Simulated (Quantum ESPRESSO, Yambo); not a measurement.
RbO2H3 (space group Cmc2_1, No. 36). The geometry is that of Materials Project entry mp-28264, symmetrised and not relaxed again. Chain: PBEsol (pw.x of Quantum ESPRESSO, ONCV potentials, no spin-orbit coupling); G0W0 in Yambo (4×4×2 Γ-centred k mesh, 147 bands and a 6 Ry block in the screening, 147 bands in G with the Bruneval-Gonze terminator, plasmon pole fitted at 27.2 eV); BSE (4×4×4 mesh, 11 valence and 12 conduction bands, static screening with 74 bands and a 3 Ry block, scissor 2.68 eV, Tamm-Dancoff).

```json
{
 "PBEsol gap (dense path)": "4.42 eV",
 "PBEsol gap (0.25, -0.5, 0) → Γ on the GW mesh": "4.44 eV",
 "PBEsol smallest direct gap on the GW mesh, at Γ": "4.46 eV",
 "G0W0 direct gap at that point": "7.14 eV",
 "G0W0 correction to the gap (0.25, -0.5, 0) → Γ": "2.65 eV",
 "lowest_exciton": "no binding energy given (see below)",
 "RPA electronic dielectric constant along x": "2.46 (4×4×4 mesh, PBEsol bands)"
}
```

Rough cost of the Yambo steps against G0W0 for 12 states: BSE within a factor of two, one RPA spectrum about 1/10.

Nearest settings tried, and what they do to the gap: 60 bands in W, 60 bands in G: +233 meV; 73 bands in W: +131 meV; 5 Ry block (165 vectors against 243): -37 meV. Not varied: mesh. So the settings aren't converged at that level. The BSE states are vertical excitations (zero momentum). Convergence of the RPA response with its 4×4×4 mesh was not tested. The lowest state covers only about 5 of the 64 k points, so the mesh doesn't resolve it: its energy and its distance from the direct gap are mesh artefacts. An extended exciton needs a far denser mesh. Axes are Cartesian, with cell vectors (Å) (2.11, -5.44, 0.00), (2.11, 5.44, 0.00), (0.00, 0.00, 5.94).

The structure is a Materials Project entry; no match was found in the copy of COD used, and its stability was not checked.
